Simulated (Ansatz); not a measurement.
Given:

GeSe:
```yaml
crystal:
  lattice:
    - [11.21666, 0.00000, 0.00000]
    - [0.00000, 3.88418, 0.00000]
    - [0.00000, 0.00000, 4.51987]
  atoms:
    - { symbol: Ge, position: [0.12734, 0.25000, 0.12027] }
    - { symbol: Ge, position: [0.87266, 0.75000, 0.87973] }
    - { symbol: Ge, position: [0.37266, 0.75000, 0.62027] }
    - { symbol: Ge, position: [0.62734, 0.25000, 0.37973] }
    - { symbol: Se, position: [0.85278, 0.25000, 0.49839] }
    - { symbol: Se, position: [0.14722, 0.75000, 0.50161] }
    - { symbol: Se, position: [0.64722, 0.75000, 0.99839] }
    - { symbol: Se, position: [0.35278, 0.25000, 0.00161] }
```

This is the PBE-relaxed structure. Tensor components refer to the Cartesian frame of this cell.

Q: All from plane-wave PAW PBE (Ansatz code), unless another level is named. Predict the band gap.

A: 0.86 eV (indirect).

Q: Next, the formation energy from the elements (no fitted shifts)?

A: -0.23 eV/atom.

Q: What about the smallest direct gap on the standard path?

A: 0.98 eV.

Q: Next, the conduction-band minimum?

A: on the Γ–Z line, 9 % of the way from Γ (k = 0.000, 0.000, -0.047) (2 equivalent valleys).

Q: What about the valence-band maximum?

A: on the Γ–Z line, 68 % of the way from Γ (k = 0.000, 0.000, 0.341).

Space group Pnma. The PBE relaxation kept the symmetry of its start. A crystal of weakly bound layers computed without a dispersion correction: the cell and the soft elastic constants depend strongly on that. The references are the lowest solids computed at this level, not always the standard phases. Spin–orbit coupling is left out wherever it is not named.

Potentials: the earlier of the program's two PAW sets.
